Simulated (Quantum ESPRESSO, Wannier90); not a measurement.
PtSe2 (CdI2 type): Wannier90 run

Materials Project entry mp-1115; symmetrised, unrelaxed at this level. COD (Crystallography Open Database) has an entry of this formula and space group (matched by these alone). Method: PBEsol plane waves in Quantum ESPRESSO 7.5 (PseudoDojo norm-conserving files, 69 Ry, no spin polarisation, no spin-orbit coupling), Bloch states on a 12×12×6 mesh through Γ, Wannier90 4.0.1. Density: 12×12×6 mesh, Gaussian smearing 0.01 Ry. The cell is built of weakly bound layers, chains or molecules, whose nearest atoms lie 3.85 Å apart. Database cells relaxed without dispersion often hold them too far apart, which can enlarge gaps and weakens couplings between them; spacing and stacking were not compared with the measured crystal. Spin-orbit coupling is left out although heavy elements are present.

Input w.win:

```
num_bands = 21
num_wann = 11
exclude_bands = 1-16
num_iter = 0
conv_tol = 1.0e-6
conv_window = 4
dis_num_iter = 1000
dis_conv_tol = 1.0e-6
dis_froz_max = 12.69
write_hr = true
write_u_matrices = true
begin projections
Pt: d
Se: p
end projections
begin unit_cell_cart
ang
    3.7173100460    0.0000000000    0.0000000000
   -1.8586550230    3.2192849336    0.0000000000
    0.0000000000    0.0000000000    5.8200700000
end unit_cell_cart
begin atoms_frac
Pt   0.0000000000  0.0000000000  0.0000000000
Se  -0.3333333333  0.3333333333 -0.2253900000
Se   0.3333333333 -0.3333333333  0.2253900000
end atoms_frac
mp_grid = 12 12 6
begin kpoints
0.0000000000 0.0000000000 0.0000000000
0.0000000000 0.0000000000 0.1666666667
0.0000000000 0.0000000000 0.3333333333
... (861 more lines: the 12x12x6 mesh through Gamma)
end kpoints
```

On the energy scale of pw.x, whose zero is arbitrary, the valence-band maximum lies at 10.84 eV. Lines of w_hr.dat (R1 R2 R3 m n Re Im, eV) for R = 0 and one of the shortest lattice vectors, rounded to 0.01 eV, lines under 0.02 eV left out; orbitals in order: Pt1 dz2, Pt1 dxz, Pt1 dyz, Pt1 dx2-y2, Pt1 dxy, Se2 pz, Se2 px, Se2 py, Se3 pz, Se3 px, Se3 py.

```
    0    0    0    1    1     7.54     0.00
    0    0    0    6    1     0.53     0.00
    0    0    0    7    1    -0.17     0.00
    0    0    0    8    1     0.10     0.00
    0    0    0    9    1    -0.53     0.00
    0    0    0   10    1     0.17     0.00
    0    0    0   11    1    -0.10     0.00
    0    0    0    2    2     7.76     0.00
    0    0    0    5    2    -0.24     0.00
    0    0    0    6    2    -0.30     0.00
    0    0    0    7    2    -0.86     0.00
    0    0    0    8    2     0.77     0.00
    0    0    0    9    2     0.30     0.00
    0    0    0   10    2     0.86     0.00
    0    0    0   11    2    -0.77     0.00
    0    0    0    3    3     7.76     0.00
    0    0    0    4    3    -0.24     0.00
    0    0    0    6    3     0.18     0.00
    0    0    0    7    3     0.77     0.00
    0    0    0    8    3     0.03     0.00
    0    0    0    9    3    -0.18     0.00
    0    0    0   10    3    -0.77     0.00
    0    0    0   11    3    -0.03     0.00
    0    0    0    3    4    -0.24     0.00
    0    0    0    4    4     7.59     0.00
    0    0    0    6    4    -0.40     0.00
    0    0    0    7    4    -0.10     0.00
    0    0    0    8    4     0.59     0.00
    0    0    0    9    4     0.40     0.00
    0    0    0   10    4     0.10     0.00
    0    0    0   11    4    -0.59     0.00
    0    0    0    2    5    -0.24     0.00
    0    0    0    5    5     7.59     0.00
    0    0    0    6    5     0.69     0.00
    0    0    0    7    5     0.71     0.00
    0    0    0    8    5    -0.10     0.00
    0    0    0    9    5    -0.69     0.00
    0    0    0   10    5    -0.71     0.00
    0    0    0   11    5     0.10     0.00
    0    0    0    1    6     0.53     0.00
    0    0    0    2    6    -0.30     0.00
    0    0    0    3    6     0.18     0.00
    0    0    0    4    6    -0.40     0.00
    0    0    0    5    6     0.69     0.00
    0    0    0    6    6     8.85     0.00
    0    0    0    9    6    -0.09     0.00
    0    0    0    1    7    -0.17     0.00
    0    0    0    2    7    -0.86     0.00
    0    0    0    3    7     0.77     0.00
    0    0    0    4    7    -0.10     0.00
    0    0    0    5    7     0.71     0.00
    0    0    0    7    7     8.46     0.00
    0    0    0   10    7    -0.12     0.00
    0    0    0    1    8     0.10     0.00
    0    0    0    2    8     0.77     0.00
    0    0    0    3    8     0.03     0.00
    0    0    0    4    8     0.59     0.00
    0    0    0    5    8    -0.10     0.00
    0    0    0    8    8     8.46     0.00
    0    0    0   11    8    -0.11     0.00
    0    0    0    1    9    -0.53     0.00
    0    0    0    2    9     0.30     0.00
    0    0    0    3    9    -0.18     0.00
    0    0    0    4    9     0.40     0.00
    0    0    0    5    9    -0.69     0.00
    0    0    0    6    9    -0.09     0.00
    0    0    0    9    9     8.85     0.00
    0    0    0    1   10     0.17     0.00
    0    0    0    2   10     0.86     0.00
    0    0    0    3   10    -0.77     0.00
    0    0    0    4   10     0.10     0.00
    0    0    0    5   10    -0.71     0.00
    0    0    0    7   10    -0.12     0.00
    0    0    0   10   10     8.46     0.00
    0    0    0    1   11    -0.10     0.00
    0    0    0    2   11    -0.77     0.00
    0    0    0    3   11    -0.03     0.00
    0    0    0    4   11    -0.59     0.00
    0    0    0    5   11     0.10     0.00
    0    0    0    8   11    -0.11     0.00
    0    0    0   11   11     8.46     0.00
   -1   -1    0    1    1    -0.04     0.00
   -1   -1    0    2    1     0.05     0.00
   -1   -1    0    3    1    -0.03     0.00
   -1   -1    0    4    1    -0.04     0.00
   -1   -1    0    5    1     0.07     0.00
   -1   -1    0    6    1    -0.04     0.00
   -1   -1    0    8    1     0.03     0.00
   -1   -1    0    9    1     0.04     0.00
   -1   -1    0   10    1     0.03     0.00
   -1   -1    0    1    2     0.05     0.00
   -1   -1    0    3    2    -0.08     0.00
   -1   -1    0    4    2     0.13     0.00
   -1   -1    0    5    2    -0.02     0.00
   -1   -1    0    7    2    -0.02     0.00
   -1   -1    0    9    2     0.04     0.00
   -1   -1    0   10    2     0.03     0.00
   -1   -1    0    1    3    -0.03     0.00
   -1   -1    0    2    3    -0.08     0.00
   -1   -1    0    3    3    -0.11     0.00
   -1   -1    0    4    3     0.13     0.00
   -1   -1    0    5    3     0.13     0.00
   -1   -1    0    6    3     0.04     0.00
   -1   -1    0    8    3    -0.03     0.00
   -1   -1    0    9    3     0.02     0.00
   -1   -1    0   11    3     0.02     0.00
   -1   -1    0    1    4    -0.04     0.00
   -1   -1    0    2    4     0.13     0.00
   -1   -1    0    3    4     0.13     0.00
   -1   -1    0    4    4    -0.08     0.00
   -1   -1    0    6    4    -0.05     0.00
   -1   -1    0    9    4    -0.02     0.00
   -1   -1    0   10    4     0.04     0.00
   -1   -1    0   11    4    -0.08     0.00
   -1   -1    0    1    5     0.07     0.00
   -1   -1    0    2    5    -0.02     0.00
   -1   -1    0    3    5     0.13     0.00
   -1   -1    0    5    5    -0.09     0.00
   -1   -1    0    7    5     0.10     0.00
   -1   -1    0    9    5    -0.04     0.00
   -1   -1    0   10    5    -0.04     0.00
   -1   -1    0   11    5     0.04     0.00
   -1   -1    0    1    6    -0.04     0.00
   -1   -1    0    2    6    -0.04     0.00
   -1   -1    0    3    6    -0.02     0.00
   -1   -1    0    4    6     0.02     0.00
   -1   -1    0    5    6     0.04     0.00
   -1   -1    0    6    6    -0.09     0.00
   -1   -1    0    7    6     0.11     0.00
   -1   -1    0    8    6     0.05     0.00
   -1   -1    0    1    7    -0.03     0.00
   -1   -1    0    2    7    -0.03     0.00
   -1   -1    0    4    7    -0.04     0.00
   -1   -1    0    5    7     0.04     0.00
   -1   -1    0    7    7     0.12     0.00
   -1   -1    0    8    7     0.16     0.00
   -1   -1    0   10    7    -0.03     0.00
   -1   -1    0   11    7     0.02     0.00
   -1   -1    0    3    8    -0.02     0.00
   -1   -1    0    4    8     0.08     0.00
   -1   -1    0    5    8    -0.04     0.00
   -1   -1    0    6    8    -0.12     0.00
   -1   -1    0    7    8     0.56     0.00
   -1   -1    0    8    8     0.54     0.00
   -1   -1    0   10    8     0.02     0.00
   -1   -1    0    1    9     0.04     0.00
   -1   -1    0    3    9    -0.04     0.00
   -1   -1    0    4    9     0.05     0.00
   -1   -1    0    9    9    -0.09     0.00
   -1   -1    0   11    9    -0.12     0.00
   -1   -1    0    2   10     0.02     0.00
   -1   -1    0    5   10    -0.10     0.00
   -1   -1    0    7   10    -0.03     0.00
   -1   -1    0    9   10     0.11     0.00
   -1   -1    0   10   10     0.12     0.00
   -1   -1    0   11   10     0.56     0.00
   -1   -1    0    1   11    -0.03     0.00
   -1   -1    0    3   11     0.03     0.00
   -1   -1    0    9   11     0.05     0.00
   -1   -1    0   10   11     0.16     0.00
   -1   -1    0   11   11     0.54     0.00
```
